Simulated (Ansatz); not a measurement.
Starting cell, WC (WC type, space group P-6m2):

```yaml
crystal:
  lattice:
    - [2.91216, 0.00000, 0.00000]
    - [-1.45608, 2.52201, 0.00000]
    - [0.00000, 0.00000, 2.83623]
  atoms:
    - { symbol: W, position: [0.00000, 0.00000, 0.00000] }
    - { symbol: C, position: [0.66667, 0.33333, 0.50000] }
```

In this cell atom 2 (C, nearest neighbour W at 2.200 Å; its periodic images, 2.8 Å or more away, move with it) is moved by s along Cartesian x, unit vector (1.000, 0.000, 0.000); all other atoms and the cell stay fixed.

Level of theory: r2SCAN (plane waves to 500 eV, PAW, scalar-relativistic; Ansatz, an electronic-structure program). k mesh 15×15×13 (Γ-centred), Fermi-Dirac smearing 0.05 eV. E stands for the smeared free energy. With partly filled bands, energies and forces of such displacements shift with the k mesh and the smearing. Spin-orbit coupling is left out, though W is heavy. WC is run without spin polarisation. WC was relaxed with its symmetry unable to fall. ΔE is measured from the undisplaced structure. The last digit holds for this mesh only.

```json
[
 {"s (Å)": "-0.660", "ΔE (meV/cell)": "2726.6"},
 {"s (Å)": "-0.528", "ΔE (meV/cell)": "1927.8"},
 {"s (Å)": "-0.396", "ΔE (meV/cell)": "1162.6"},
 {"s (Å)": "-0.264", "ΔE (meV/cell)": "withheld"},
 {"s (Å)": "-0.132", "ΔE (meV/cell)": "137.6"},
 {"s (Å)": "0.000", "ΔE (meV/cell)": "0.0"},
 {"s (Å)": "0.132", "ΔE (meV/cell)": "137.6"},
 {"s (Å)": "0.264", "ΔE (meV/cell)": "withheld"},
 {"s (Å)": "0.396", "ΔE (meV/cell)": "1162.6"},
 {"s (Å)": "0.528", "ΔE (meV/cell)": "1927.8"},
 {"s (Å)": "0.660", "ΔE (meV/cell)": "2726.6"}
]
```

Question: Fit an even polynomial form (powers 2, 4, 6) to the given rows and predict ΔE at s = 0.264.

Answer: Least squares on the 9 given rows: ΔE = (8029)·s² + (-3868)·s⁴ + (-445.2)·s⁶, in meV/cell with s in Å; root-mean-square residual 0.57 meV/cell. At 0.264 the fit gives 540.6 meV/cell; the calculation gives 537.9 meV/cell, so the interpolation is off by 2.7 (+0.5 %). The quadratic term alone would give 559.6 meV/cell.

(A displaced cell: forces are minus the slopes of the energy, force constants its curvatures, and phonons follow from these.)
